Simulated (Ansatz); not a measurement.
Input, command and steps of an Ansatz relaxation.

```yaml
crystal:
  lattice:
    - [4.7880727875, 0.0, 0.0]
    - [0.0, 5.8438058864, 0.0]
    - [0.0, 0.0, 3.6480964963]
  atoms:
    - { symbol: Si, position: [0.2004, 0.3787, 0.0] }
    - { symbol: Si, position: [0.7996, 0.6213, 0.0] }
    - { symbol: Si, position: [0.7004, 0.1213, 0.5] }
    - { symbol: Si, position: [0.2996, 0.8787, 0.5] }
    - { symbol: Se, position: [0.0, 0.0, 0.0] }
    - { symbol: Se, position: [0.5, 0.5, 0.5] }
basis:
  ecutwfc: 420
kpoints:
  mp_grid: { grid: [4, 4, 6] }
hamiltonian:
  xc: pbe
scf:
  occupations: { method: gaussian, width: 0.1 }
  lower_state_search: "off"
output:
  forces: true
  stress: true
  eigenvalues: true
relax:
  adjacent_minimum: "off"
  f_tol: 0.04
  max_steps: 70
  cell: { stress_tol: 0.4 }
```

```bash
ansatz run input.yaml --threads 1 --pin off --max-ram 2560MiB --backend cpu --events-out ev --progress --plain --runs-dir out
```

The calculation used Ansatz, DFT PBE, scalar-relativistic, plane waves, PAW.

Of 12 frames 9 are shown, positions in Å and forces in eV/Å; the SCF threshold varies from step to step. Steps run on the plane waves of an earlier cell, with a Pulay correction in the pressure. The basis is chosen afresh for the last frame, the zero of the energies, and at times for earlier ones too; energy and pressure step there, also at an unchanged geometry. Here that happened at step 10 (-5 meV/atom, 0.3 GPa); the frames before carry an error of that size.

```xyz
6
Lattice="4.7881 0.0000 0.0000 0.0000 5.8438 0.0000 0.0000 0.0000 3.6481" Properties=species:S:1:pos:R:3:forces:R:3 pbc="T T T" step=1 free_energy_over_end_meV_per_atom=335.15 pressure_GPa=18.87
Si    0.9595    2.2130    0.0000   -1.1963    0.2585    0.0000
Si    3.8285    3.6308    0.0000    1.1963   -0.2585    0.0000
Si    3.3536    0.7089    1.8240   -1.1963   -0.2585    0.0000
Si    1.4345    5.1350    1.8240    1.1963    0.2585    0.0000
Se    0.0000    0.0000    0.0000    0.0000    0.0000    0.0000
Se    2.3940    2.9219    1.8240    0.0000    0.0000    0.0000
6
Lattice="4.9635 0.0000 0.0000 0.0000 6.1285 0.0000 0.0000 0.0000 3.7115" Properties=species:S:1:pos:R:3:forces:R:3 pbc="T T T" step=2 free_energy_over_end_meV_per_atom=140.91 pressure_GPa=8.03
Si    0.9304    2.3248    0.0000   -0.6577    0.1217    0.0000
Si    4.0331    3.8037    0.0000    0.6577   -0.1217    0.0000
Si    3.4122    0.7395    1.8557   -0.6577   -0.1217    0.0000
Si    1.5513    5.3890    1.8557    0.6577    0.1217    0.0000
Se    0.0000    0.0000    0.0000    0.0000    0.0000    0.0000
Se    2.4818    3.0643    1.8557    0.0000    0.0000    0.0000
6
Lattice="5.1460 0.0000 0.0000 0.0000 6.4131 0.0000 0.0000 0.0000 3.6465" Properties=species:S:1:pos:R:3:forces:R:3 pbc="T T T" step=3 free_energy_over_end_meV_per_atom=53.09 pressure_GPa=2.32
Si    0.8779    2.4224    0.0000   -0.1078   -0.0026    0.0000
Si    4.2681    3.9908    0.0000    0.1078    0.0026    0.0000
Si    3.4509    0.7842    1.8233   -0.1078    0.0026    0.0000
Si    1.6951    5.6289    1.8233    0.1078   -0.0026    0.0000
Se    0.0000    0.0000    0.0000    0.0000    0.0000    0.0000
Se    2.5730    3.2066    1.8233    0.0000    0.0000    0.0000
6
Lattice="5.1249 0.0000 0.0000 0.0000 6.8118 0.0000 0.0000 0.0000 3.4598" Properties=species:S:1:pos:R:3:forces:R:3 pbc="T T T" step=5 free_energy_over_end_meV_per_atom=24.63 pressure_GPa=0.38
Si    0.7805    2.5158    0.0000    0.1315   -0.1259    0.0000
Si    4.3445    4.2960    0.0000   -0.1315    0.1259    0.0000
Si    3.3429    0.8901    1.7299    0.1315    0.1259    0.0000
Si    1.7820    5.9217    1.7299   -0.1315   -0.1259    0.0000
Se    0.0000    0.0000    0.0000    0.0000    0.0000    0.0000
Se    2.5625    3.4059    1.7299    0.0000    0.0000    0.0000
6
Lattice="5.0584 0.0000 0.0000 0.0000 7.0081 0.0000 0.0000 0.0000 3.3751" Properties=species:S:1:pos:R:3:forces:R:3 pbc="T T T" step=6 free_energy_over_end_meV_per_atom=12.22 pressure_GPa=-0.21
Si    0.7375    2.5474    0.0000    0.0819   -0.0424    0.0000
Si    4.3209    4.4607    0.0000   -0.0819    0.0424    0.0000
Si    3.2667    0.9567    1.6875    0.0819    0.0424    0.0000
Si    1.7917    6.0514    1.6875   -0.0819   -0.0424    0.0000
Se    0.0000    0.0000    0.0000    0.0000    0.0000    0.0000
Se    2.5292    3.5041    1.6875    0.0000    0.0000    0.0000
6
Lattice="4.8921 0.0000 0.0000 0.0000 7.2938 0.0000 0.0000 0.0000 3.2380" Properties=species:S:1:pos:R:3:forces:R:3 pbc="T T T" step=7 free_energy_over_end_meV_per_atom=9.28 pressure_GPa=-0.53
Si    0.6575    2.5909    0.0000    0.0752    0.0690    0.0000
Si    4.2346    4.7028    0.0000   -0.0752   -0.0690    0.0000
Si    3.1035    1.0560    1.6190    0.0752   -0.0690    0.0000
Si    1.7885    6.2378    1.6190   -0.0752    0.0690    0.0000
Se    0.0000    0.0000    0.0000    0.0000    0.0000    0.0000
Se    2.4460    3.6469    1.6190    0.0000    0.0000    0.0000
6
Lattice="4.9686 0.0000 0.0000 0.0000 7.1317 0.0000 0.0000 0.0000 3.3234" Properties=species:S:1:pos:R:3:forces:R:3 pbc="T T T" step=8 free_energy_over_end_meV_per_atom=6.43 pressure_GPa=-0.17
Si    0.7152    2.5647    0.0000   -0.0140    0.0185    0.0000
Si    4.2534    4.5670    0.0000    0.0140   -0.0185    0.0000
Si    3.1995    1.0011    1.6617   -0.0140   -0.0185    0.0000
Si    1.7691    6.1306    1.6617    0.0140    0.0185    0.0000
Se    0.0000    0.0000    0.0000    0.0000    0.0000    0.0000
Se    2.4843    3.5658    1.6617    0.0000    0.0000    0.0000
6
Lattice="4.9676 0.0000 0.0000 0.0000 7.1686 0.0000 0.0000 0.0000 3.2565" Properties=species:S:1:pos:R:3:forces:R:3 pbc="T T T" step=10 free_energy_over_end_meV_per_atom=0.37 pressure_GPa=0.48
Si    0.6999    2.5708    0.0000    0.0188    0.0124    0.0000
Si    4.2677    4.5979    0.0000   -0.0188   -0.0124    0.0000
Si    3.1836    1.0135    1.6283    0.0188   -0.0124    0.0000
Si    1.7839    6.1551    1.6283   -0.0188    0.0124    0.0000
Se    0.0000    0.0000    0.0000    0.0000    0.0000    0.0000
Se    2.4838    3.5843    1.6283    0.0000    0.0000    0.0000
6
Lattice="4.9596 0.0000 0.0000 0.0000 7.2142 0.0000 0.0000 0.0000 3.2703" Properties=species:S:1:pos:R:3:forces:R:3 pbc="T T T" step=12 free_energy_over_end_meV_per_atom=0.00 pressure_GPa=-0.02
Si    0.7033    2.5948    0.0000    0.0024   -0.0209    0.0000
Si    4.2563    4.6195    0.0000   -0.0024    0.0209    0.0000
Si    3.1831    1.0123    1.6351    0.0024    0.0209    0.0000
Si    1.7765    6.2019    1.6351   -0.0024   -0.0209    0.0000
Se    0.0000    0.0000    0.0000    0.0000    0.0000    0.0000
Se    2.4798    3.6071    1.6351    0.0000    0.0000    0.0000
```

The start puts this composition into another compound's structure type, which needn't suit it. At the end the space group is Pnnm (tolerance 0.05 Å).

Time: 110 s on 1 thread of Arm Neoverse V1 (shared host), peak memory 0.41 GiB.

The k mesh is coarse.